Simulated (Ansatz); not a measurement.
Input file for Ansatz (a quantum-chemistry and plane-wave program):

Ansatz 0.2 input:
```yaml
crystal:
  lattice:
    - [2.2492866623, 1.2986262599, 7.3521036558]
    - [-2.2492866623, 1.2986262599, 7.3521036558]
    - [0.0, -2.5972525199, 7.3521036558]
  atoms:
    - { symbol: Al, position: [0.9996604056, 0.9996604056, 0.9996604056] }
    - { symbol: In, position: [0.5006239691, 0.5006239691, 0.5006239691] }
    - { symbol: Sb, position: [0.1205755001, 0.1205755001, 0.1205755001] }
    - { symbol: Sb, position: [0.6291471253, 0.6291471253, 0.6291471253] }
kpoints:
  mp_grid: { grid: [6, 6, 6] }
hamiltonian:
  xc: r2scan
  pseudopotentials: { kind: paw }
scf:
  occupations: { method: fixed }
output:
  optics: { e_range: [0.0, 15.0], de: 0.05, sigma: 0.1, bands: { spectra_wanted_up_to: 12 eV } }
```

Output (shortened):

```
basis.fft_grid_basis auto: the FFT boxes are laid along the combinations [[1, 0, -1], [0, 1, -1], [0, 0, 1]] of the cell's own vectors, 4.499, 4.499 and 7.797 …
output.optics: the spectra are integrated over the Brillouin zone by k·p interpolation around the k-points, where levels, occupations, output.optics.sigma and …
Pseudopotentials: kind: paw
Pseudopotential: Al, paw, valence charge 3
Pseudopotential: In, paw, valence charge 13
Pseudopotential: Sb, paw, valence charge 15
Functional definition: r2SCAN
Crystal: 4 atoms, lattice volume = 128.852 Å³
Basis set: ecut = 500 eV, 3273 PW (Γ), FFT grids on a1−a3, a2−a3, a3, exchange–correlation on 144×144×240 points (64 copies of the dense FFT grid, shifted against one another)
Bands: 28, of which v1, the nominal top of the filled ones, is band 23 counted from 1 (22 counted from 0)
Symmetry: 6 space group operations
Space group: R3m (ITA 160), of the structure as read, at distance tolerance 5.1e-5 Å
k-points: 32 of 216 (time reversal used)
PAW frozen core: Al, regenerated for the run's functional
PAW frozen core: In, regenerated for the run's functional
PAW frozen core: Sb, regenerated for the run's functional
Initial wavefunctions: pseudopotential atomic-orbital guess
Eigensolver: davidson
Functional: x = r2scan, c = r2scan; τ floored in thin density (d = 2e-4 eV/Å³)
SCF iter   1: F=—  HF=-19151.420031 eV  |F-HF|=—  |Δ(HF+E_count)|=         —  Δρ=5.14e-3  dr2=3.88e-2  dr2_τ=1.26e-2  ethr=1.77e-3  ⟨swp⟩=5.0  Hψ=3530  notcnv=0  defer=95
all-band conjugate gradients solve this SCF's bands
preconditioner: auto → Resta (q_TF=auto, 2.298 Å⁻¹)
SCF iter   2: F=—  HF=-19151.437171 eV  |F-HF|=—  |Δ(HF+E_count)|=   1.71e-2  Δρ=2.20e-3  dr2=6.67e-3  dr2_τ=8.89e-5  ethr=8.43e-5  ⟨swp⟩=2.4  Hψ=1611  notcnv=0  defer=96
SCF iter   3: F=—  HF=-19151.436399 eV  |F-HF|=—  |Δ(HF+E_count)|=   7.72e-4  Δρ=7.17e-4  dr2=6.47e-4  dr2_τ=1.63e-5  ethr=1.45e-5  ⟨swp⟩=2.4  Hψ=1114  notcnv=0  defer=96
SCF iter   4: F=—  HF=-19151.436422 eV  |F-HF|=—  |Δ(HF+E_count)|=   2.34e-5  Δρ=1.38e-4  dr2=3.81e-5  dr2_τ=1.58e-6  ethr=1.41e-6  ⟨swp⟩=2.0  Hψ=1157  notcnv=0  defer=96
SCF iter   5: F=—  HF=-19151.436432 eV  |F-HF|=—  |Δ(HF+E_count)|=   9.89e-6  Δρ=4.26e-5  dr2=3.59e-6  dr2_τ=1.99e-7  ethr=8.28e-8  ⟨swp⟩=2.0  Hψ=1268  notcnv=0  defer=87
SCF iter   6: F=—  HF=-19151.436423 eV  |F-HF|=—  |Δ(HF+E_count)|=   8.93e-6  Δρ=1.09e-5  dr2=1.76e-7  dr2_τ=2.97e-9  ethr=7.80e-9  ⟨swp⟩=2.0  Hψ=1294  notcnv=0  defer=60
SCF iter   7: F=—  HF=-19151.436423 eV  |F-HF|=—  |Δ(HF+E_count)|=   1.54e-7  Δρ=2.62e-6  dr2=9.33e-9  dr2_τ=1.86e-10  ethr=3.82e-10  ⟨swp⟩=3.0  Hψ=1602  notcnv=0  defer=60
SCF iter   8: F=—  HF=-19151.436423 eV  |F-HF|=—  |Δ(HF+E_count)|=   5.91e-9  Δρ=6.41e-7  dr2=4.84e-10  dr2_τ=1.17e-11  ethr=2.03e-11  ⟨swp⟩=2.0  Hψ=1600  notcnv=0  defer=60
SCF iter  10: F=-19151.436423 eV  HF=-19151.436423 eV  |F-HF|=0.00e0  |Δ(HF+E_count)|=  3.64e-12  Δρ=2.78e-8  dr2=1.15e-12  dr2_τ=6.47e-14  ethr=1.00e-12  ⟨swp⟩=10.6  Hψ=3876  notcnv=0
SCF 1 converged in 10 iterations: F = -19151.436423 eV  dr2 = 1.15e-12
NSCF: frozen V_eff on 32 k-points
Optics k sum: 0 of 32 k-points
Optics k sum: 2 of 32 k-points
Optics k sum: 4 of 32 k-points
Optics k sum: 5 of 32 k-points
Optics k sum: 7 of 32 k-points
Optics k sum: 8 of 32 k-points
Optics k sum: 10 of 32 k-points
Optics k sum: 12 of 32 k-points
Optics k sum: 13 of 32 k-points
Optics k sum: 15 of 32 k-points
Optics k sum: 16 of 32 k-points
Optics k sum: 18 of 32 k-points
Optics k sum: 20 of 32 k-points
Optics k sum: 21 of 32 k-points
Optics k sum: 23 of 32 k-points
Optics k sum: 24 of 32 k-points
Optics k sum: 26 of 32 k-points
Optics k sum: 28 of 32 k-points
Optics k sum: 29 of 32 k-points
Optics k sum: 31 of 32 k-points
Optics k sum: 32 of 32 k-points
Optics k sum: 0 of 32 k-points
Optics k sum: 2 of 32 k-points
Optics k sum: 4 of 32 k-points
Optics k sum: 5 of 32 k-points
Optics k sum: 7 of 32 k-points
Optics k sum: 8 of 32 k-points
Optics k sum: 10 of 32 k-points
Optics k sum: 12 of 32 k-points
Optics k sum: 13 of 32 k-points
Optics k sum: 15 of 32 k-points
Optics k sum: 16 of 32 k-points
Optics k sum: 18 of 32 k-points
Optics k sum: 20 of 32 k-points
Optics k sum: 21 of 32 k-points
Optics k sum: 23 of 32 k-points
Optics k sum: 24 of 32 k-points
Optics k sum: 26 of 32 k-points
Optics k sum: 28 of 32 k-points
Optics k sum: 29 of 32 k-points
Optics k sum: 31 of 32 k-points
Optics k sum: 32 of 32 k-points
NSCF: frozen V_eff on 1 k-points
NSCF: frozen V_eff on 1 k-points
NSCF: frozen V_eff on 1 k-points
output.optics: what the bands over the 58 summed would add to eps1, eps2 and the energy-loss function is held between a lower and an upper bound (8 Lanczos …
SCF converged after 10 iterations
Free energy (F): -19151.436423 eV
Harris-Foulkes:  -19151.436423 eV  (|F-HF|=0.00e0)
Internal energy: -19151.436423 eV  (E = F + TS)
E sigma→0 (E₀):  -19151.436423 eV
Fermi energy:    6.505464 eV
--- Per-component energies (eV) ---
  E_band       = -507.513628
  E_kinetic    = 677.963228
  E_local      = -5376.430660  (includes V_loc(G=0)·N_el)
  E_nonlocal   = 1105.585537
  E_hartree    = 2370.253910
  E_xc         = -490.841951
  E_vxc        = -341.130858  (∫ρ·V_xc dr)
  E_paw        = -13864.877943  (= ΣΔE_a)
  E_vpaw       = -1336.359945  (= ΣTr[D̂ρ^β])
  E_aug_tail   = 0.000006  (compensation charges beyond the density's cutoff)
  E_vtau       = 22.351237  (kinetic-family band-sum trace: ∫τ·v_τ [+ j·A + Jᵃ·Aᵃ] dr)
  E_ewald      = -3575.006062
  E_core_change = 1.917512  (= ΣΔE_core)
  E_smearing   =  0.000000  (= −TS)
  E_closure    = 0.000000  (closes the sum)
  Σ components = -19151.436423   (vs F -19151.436423, Δ=0.00e0)
  [band-id]    e_kinetic+e_local+e_nonlocal+2·e_hartree+e_vxc+e_vpaw+e_augmentation_tail+e_vtau = -507.513636   (vs E_band -507.513628, Δ=-8.53e-6)
--- Band table (eV; the first three rows and the last of 32) ---
  k-point 0: bands = ["-22.7324", "-22.7174", "-22.7174", "-22.6992", "-22.6992", "-22.5852", "-22.5852", "-22.5780", "-22.5592", "-22.5592", "-8.5287", "-8.5019", "-8.5019", "-8.4180", "-8.4180", "-4.5851", "-3.1751", "0.8014", "5.3170", "5.3170", "6.3200", "6.5055", "6.5055", "7.3639", "7.6606", "9.6312", "9.6312", "9.7416"]
  k-point 1: bands = ["-22.7319", "-22.7176", "-22.7171", "-22.6993", "-22.6986", "-22.5853", "-22.5847", "-22.5776", "-22.5593", "-22.5589", "-8.5370", "-8.5001", "-8.4949", "-8.4213", "-8.4174", "-4.3471", "-3.0185", "0.9190", "3.9678", "4.5648", "5.0389", "5.9228", "5.9675", "8.4835", "8.7536", "9.5129", "10.3571", "10.4147"]
  k-point 2: bands = ["-22.7310", "-22.7180", "-22.7166", "-22.6994", "-22.6975", "-22.5856", "-22.5837", "-22.5769", "-22.5596", "-22.5584", "-8.5590", "-8.4915", "-8.4827", "-8.4274", "-8.4143", "-3.6996", "-2.7235", "0.9341", "2.4148", "3.1310", "4.6193", "4.8473", "5.2183", "8.3929", "8.9581", "9.8911", "11.3630", "11.6405"]
  k-point 31: bands = ["-22.7324", "-22.7174", "-22.7174", "-22.6992", "-22.6992", "-22.5852", "-22.5852", "-22.5780", "-22.5592", "-22.5592", "-8.5287", "-8.5019", "-8.5019", "-8.4180", "-8.4180", "-4.0643", "-3.9915", "2.6959", "3.1486", "5.5019", "5.5019", "6.1380", "6.1380", "7.7553", "8.2669", "10.1313", "10.1313", "10.7424"]
  band table: 28 of 28 bands, residual norms ≤ 1.0e-3 eV
```

Cost: roughly 2.6 core-minutes on shared cores.

The first step of the workflow began from a Materials Project structure, measured or hypothetical; the Crystallography Open Database copy checked does not list it. With Al and In taken as one species the cell has the higher symmetry F-43m, so it may be an ordered model of a mixed-site phase. Its standing as an ambient phase is unchecked. The r²SCAN relaxation kept the symmetry of its start; whether a distortion lowers the energy is not shown. Scalar-relativistic: spin–orbit coupling is off unless named, which matters more the heavier the elements.

Potentials: the later of the program's two PAW sets.

Ansatz is a plane-wave DFT program.
